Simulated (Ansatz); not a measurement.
**Strain response of BaLiF3**

Computed with DFT r2SCAN, scalar-relativistic, plane waves, PAW (Ansatz). Run with 500 eV cutoff, 6×6×6 k-mesh, Gaussian smearing of 0.02 eV, no spin polarisation.

The relaxed crystal:

```
Ba Li F
1.0
     3.98189    0.00000    0.00000
     0.00000    3.98189    0.00000
     0.00000    0.00000    3.98189
Ba Li F
1 1 3
Direct
  0.00000 0.00000 0.00000
  0.50000 0.50000 0.50000
  0.00000 0.50000 0.50000
  0.50000 0.50000 0.00000
  0.50000 0.00000 0.50000
```

Deformation: uniaxial strain along c, with the lengths of a and b and the atoms relaxed and the angles held, all within the symmetry that the strain leaves. Energies are extrapolated to zero smearing. Gaps are generalised Kohn–Sham gaps over the whole zone.

Spin-orbit coupling is left out, which matters for the bands and energies of heavy elements.

| strain (%) | ΔE (meV/atom) | a (Å) | b (Å) | c (Å) | gap (eV) |
| --- | --- | --- | --- | --- | --- |
| -3.0 | 4.3 | 4.015 | 4.015 | 3.862 | 7.20 |
| -2.0 | 1.9 | 4.003 | 4.003 | 3.902 | 7.27 |
| -1.0 | 0.5 | 3.992 | 3.992 | 3.942 | 7.34 |
| +0.0 | 0.0 | 3.982 | 3.982 | 3.982 | 7.40 |
| +1.0 | 0.4 | 3.972 | 3.972 | 4.022 | 7.32 |
| +2.0 | 1.8 | 3.962 | 3.962 | 4.062 | 7.25 |
| +3.0 | 3.9 | 3.953 | 3.953 | 4.101 | 7.16 |

(1) What stiffness (1/V) d²E/dε² at zero strain does a cubic fit over all points give?

(2) How does the free axis a answer a small strain?

(3) How fast does the gap move with strain on either side?

## Answers

(1) A cubic fit gives (1/V) d²E/dε² = 115 GPa at zero strain (Young's modulus along this axis, angles held).

(2) Between the innermost points its strain is -0.26 times the applied one.

(3) 61 meV per percent on the compressed side and -76 meV per percent on the stretched side; it is direct at -1.0 %, direct at zero and direct at +1.0 %.

Symmetry holds off the tilts and polar distortions that many cubic perovskites undergo.